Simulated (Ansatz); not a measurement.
TiTc:
```yaml
crystal:
  lattice:
    - [3.09043, 0.00000, 0.00000]
    - [0.00000, 3.09043, 0.00000]
    - [0.00000, 0.00000, 3.09043]
  atoms:
    - { symbol: Tc, position: [0.00000, 0.00000, 0.00000] }
    - { symbol: Ti, position: [0.50000, 0.50000, 0.50000] }
```

Relaxed with r²SCAN. Special points in fractions of this cell's reciprocal vectors: Γ (0.000, 0.000, 0.000); X (0.000, 0.500, 0.000); M (0.500, 0.500, 0.000); R (0.500, 0.500, 0.500).

### Question
List the band energies nearest the Fermi level at these points for the program Ansatz at the r²SCAN level (PAW).

### Answer
In eV from the Fermi level; about four levels below and three above (degenerate sets whole), none deeper than 8.9 eV; … stands for higher levels left out; points with the same levels are listed once.

```csv
k,below,above
Γ,-4.15 -4.15 -0.22 -0.22 -0.22,2.90 2.90 …
X,-2.30 -0.48 -0.48 -0.06,1.02 1.56 1.56
M,-4.34 -3.99 -2.08 -2.08,2.01 2.01 2.45
R,-2.62 -2.62 -2.62 -0.57 -0.57 -0.57,2.56 2.56 4.03 4.03
```

Space group Pm-3m (CsCl type). The workflow started from an entry of the Crystallography Open Database (COD). Whether it is the stable phase at ambient conditions was not checked. The cell was relaxed with r²SCAN under the symmetry of its start; its stability against distortions is not shown here. The run is not spin-polarised. Scalar-relativistic: spin–orbit coupling is off unless named, which matters more the heavier the elements.

Potentials: the later of the program's two PAW sets.
